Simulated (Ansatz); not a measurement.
Relax this structure to zero stress and force, keeping its symmetry:

```cif
data_structure
_symmetry_space_group_name_H-M 'P 1'
_symmetry_Int_Tables_number 1
_cell_length_a 4.1824
_cell_length_b 4.1824
_cell_length_c 2.9142
_cell_angle_alpha 90.000
_cell_angle_beta 90.000
_cell_angle_gamma 139.067
_cell_volume 33.40
loop_
_atom_site_label
_atom_site_type_symbol
_atom_site_fract_x
_atom_site_fract_y
_atom_site_fract_z
_atom_site_occupancy
Cr1 Cr 0.85473 0.14527 0.25000 1
Cr2 Cr 0.14527 0.85473 0.75000 1
B1 B 0.56458 0.43542 0.25000 1
B2 B 0.43542 0.56458 0.75000 1
```

All numbers below come from DFT LDA, scalar-relativistic, plane waves, PAW in Ansatz.

Plane waves to 420 eV, a k mesh through Γ of 16×16×14 on the computed 4-atom cell and Gaussian smearing (0.10 eV); no spin polarisation.

Q: What does it relax to?

A: The volume goes down by 0.40 Å³/atom to 7.94 Å³/atom, and the energy falls by 20.0 meV/atom. Final structure:
```xyz
4
Lattice="1.4345 -3.8589 0.0000 1.4345 3.8589 0.0000 0.0000 0.0000 2.8705" Properties=species:S:1:pos:R:3 pbc="T T T"
Cr    1.4345   -2.7344    0.7176
Cr    1.4345    2.7344    2.1529
B     1.4345   -0.5012    0.7176
B     1.4345    0.5012    2.1529
```

Cost: 1 run of about 3.6 core-minutes, on Arm Neoverse V1 (shared hosts).